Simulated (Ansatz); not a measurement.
A (001) slab of Cu (P6_3/mmc (No. 194)), 8 planes, outer planes Cu (top) and Cu (bottom), with 8 atoms (Cu8) in a surface cell of A = 5.499 Å², as cut from the bulk:

```
CELL_PARAMETERS angstrom
2.51980 0.00000 0.00000
-1.25990 2.18221 0.00000
0.00000 0.00000 29.41170
ATOMIC_POSITIONS crystal
Cu 0.33333 0.66667 0.25500
Cu 0.00000 0.00000 0.32500
Cu 0.66667 0.33333 0.39500
Cu 0.00000 0.00000 0.46500
Cu 0.33333 0.66667 0.53500
Cu 0.00000 0.00000 0.60500
Cu 0.66667 0.33333 0.67500
Cu 0.00000 0.00000 0.74500
```

Method: DFT PBEsol, scalar-relativistic, plane waves, PAW in Ansatz. Cutoff 420 eV; k points 15×15×1 on the computed 8-atom cell (Γ-centred); Gaussian smearing, width 0.10 eV; no spin polarisation.

Against the same 8 atoms in the bulk, the slab as cut lies 1.133 eV higher and the relaxed slab 1.132 eV higher.

Q: Work out the surface energy before and after relaxation.

A: The slab has two faces, so γ = (E_slab − N·E_bulk)/(2A), the mean of both. As cut: 1.133/(2 × 5.499) = 0.1030 eV/Å², and 1 eV/Å² = 16.02 J/m², so γ = 1.65 J/m². Relaxed: 1.132/(2 × 5.499) = 0.1029 eV/Å² = 1.65 J/m². Relaxation recovers 0.1 % of the cost of cutting.

Q: What is the ideal work of this cut, per area?

A: Griffith's ideal work is 2γ: 3.30 J/m², whether the new faces relax or not. One thickness was run, 8 planes, so γ can still shift with it.

The reference crystal is a form of Cu, which isn't its usual structure.